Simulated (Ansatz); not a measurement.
Values for one crystal, relaxed and computed with r²SCAN in the plane-wave PAW code Ansatz; other levels are named.

- Volume per atom: 19.58 Å³
- Electronic character: metallic (no gap)
- Formation energy from the elements (no fitted shifts): -0.47 eV/atom
- Density of states at the Fermi level: 0.86 states/eV per atom (mean over ±0.08 eV)

Problem. Pick the material that matches.
A. GaCo, CsCl type
B. Hf2Ga, I4/mcm (Hf on 8h, Ga on 4a)
C. ScInCu4, F-43m (Sc on 4a, In on 4d, Cu on 16e)
D. Pb2Au, I4/mcm (Pb on 8h, Au on 4a)

Solution. B, Hf2Ga, I4/mcm (Hf on 8h, Ga on 4a)

The workflow started from a Materials Project entry (that database holds measured and hypothetical structures alike); the Crystallography Open Database files this formula in space group No. 140, but the cells were not matched. Whether it is the stable phase at ambient conditions was not checked. The r²SCAN relaxation kept the symmetry of its start; its stability against distortions is not shown here. The run is not spin-polarised. The references are the lowest solids computed at this level, not always the standard phases. Spin–orbit coupling is left out wherever it is not named.

Potentials: the later of the program's two PAW sets.
